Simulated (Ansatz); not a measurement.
# Structure search: one ZrC4 candidate

Level of theory: DFT PBE, scalar-relativistic, plane waves, PAW (Ansatz 0.2.0). Cutoff 420 eV, Gaussian smearing, Γ-centred meshes. Cell and atoms relax first on a coarse mesh and then on a finer one. In between, the cell is made exact in the group found at 0.06 Å. In metals the finer mesh still leaves noise of several meV/atom or more. The steps can't lower the symmetry of their start. No spin polarisation.

The cell of ZrC4 is invented: random cell by space group and Wyckoff sites (P6/mmm, No. 191). Its size is a rough estimate.

```cif
data_structure
_symmetry_space_group_name_H-M 'P6/mmm'
_symmetry_Int_Tables_number 191
_cell_length_a 3.5924
_cell_length_b 3.5924
_cell_length_c 7.3146
_cell_angle_alpha 90.000
_cell_angle_beta 90.000
_cell_angle_gamma 120.000
_cell_volume 81.75
loop_
_atom_site_label
_atom_site_type_symbol
_atom_site_symmetry_multiplicity
_atom_site_Wyckoff_symbol
_atom_site_fract_x
_atom_site_fract_y
_atom_site_fract_z
_atom_site_occupancy
Zr1 Zr 1 b 0.00000 0.00000 0.50000 1
C1 C 4 h 0.33333 0.66667 0.67380 1
```

Energies over the elements count from the elements' standard structures at the same level, with no fitted energy shifts.

Q: Where does the relaxation end?

A: The symmetry stays P6/mmm (No. 191). The volume per atom shrinks by 39.4 %, from 16.3 to 9.9 Å³. The shortest distance goes from 2.07 Å (C–C) to 1.53 Å (C–C). The ratio c/a of the conventional cell changes by a factor of 1.51. The energy falls by about 2.0 eV/atom (the start's value is from the coarse mesh). Conventional cell: a = 2.651 Å, c = 8.144 Å. Around Zr lie 12 C at 2.60 Å and 6 Zr at 2.65 Å; C has 3 C at 1.53 Å and 3 Zr at 2.60 Å.

Space group P6/mmm (No. 191). a = 2.651 Å, b = 2.651 Å, c = 8.144 Å, α = 90.00°, β = 90.00°, γ = 120.00°
| atom | site | symmetry | x | y | z |
| --- | --- | --- | --- | --- | --- |
| Zr | 1b | 6/mmm | 0.0000 | 0.0000 | 0.5000 |
| C | 4h | 3m. | 0.3333 | 0.6667 | 0.7579 |

Q: How does it come out in energy, and is it a metal?

A: The formation energy is +0.58 eV/atom and the gap on the 18×18×6 mesh of the 5-atom cell is 0 eV (a metal).

A positive value: parting into the elements would lower its energy.

The last run used Gaussian smearing of 0.10 eV. No dispersion correction is applied, so the spacing and binding between layers, chains or molecules are poorly described. The reference form of C is held partly by dispersion forces, which this level lacks. A structure relaxed within its symmetry needn't be a true minimum.
